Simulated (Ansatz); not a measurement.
# Property card for NbRu

NbRu:
Space group Pm-3m (No. 221); a = 3.1589 Å, b = 3.1589 Å, c = 3.1589 Å, α = 90.00°, β = 90.00°, γ = 90.00°

```
atom  site  symmetry       x       y       z
----  ----  --------  ------  ------  ------
Ru      1b      m-3m  0.5000  0.5000  0.5000
Nb      1a      m-3m  0.0000  0.0000  0.0000
```

Space group Pm-3m (No. 221), CsCl type; conventional cell a = b = c = 3.1589 Å, α = β = γ = 90.00°.

Method: plane-wave PAW r²SCAN (Ansatz code). Structure relaxed to zero pressure with the same functional. Other levels are named where they apply.

**Cell and energy**

| Item | Value |
|---|---|
| Volume per atom | 15.76 Å³ |
| Density | 10.22 g/cm³ |
| Formation energy from the elements (no fitted shifts) | -0.21 eV/atom |

**Electronic structure**

| Property | Value |
|---|---|
| Electronic character | metallic (no gap) |
| Density of states at the Fermi level | 1.6 states/eV per atom (mean over ±0.08 eV) |
| Gap with spin–orbit coupling | none (metallic) |

**Mechanics**

| Quantity | Result |
|---|---|
| Bulk modulus (Birch–Murnaghan fit) | 248 GPa |
| Pressure derivative B′ | 4.2 |

**Charges**

| Item | Result |
|---|---|
| Bader charges | Ru -1.13, Nb +1.13 e |

The workflow started from an entry of the Crystallography Open Database (COD), which files this formula under 2 space groups. Whether it is the stable phase at ambient conditions was not checked. The cell was relaxed with r²SCAN under the symmetry of its start; its stability against distortions is not shown here. The run is not spin-polarised. The references are the lowest solids computed at this level, not always the standard phases. Scalar-relativistic: spin–orbit coupling is off unless named, which matters more the heavier the elements.

Potentials: the later of the program's two PAW sets.
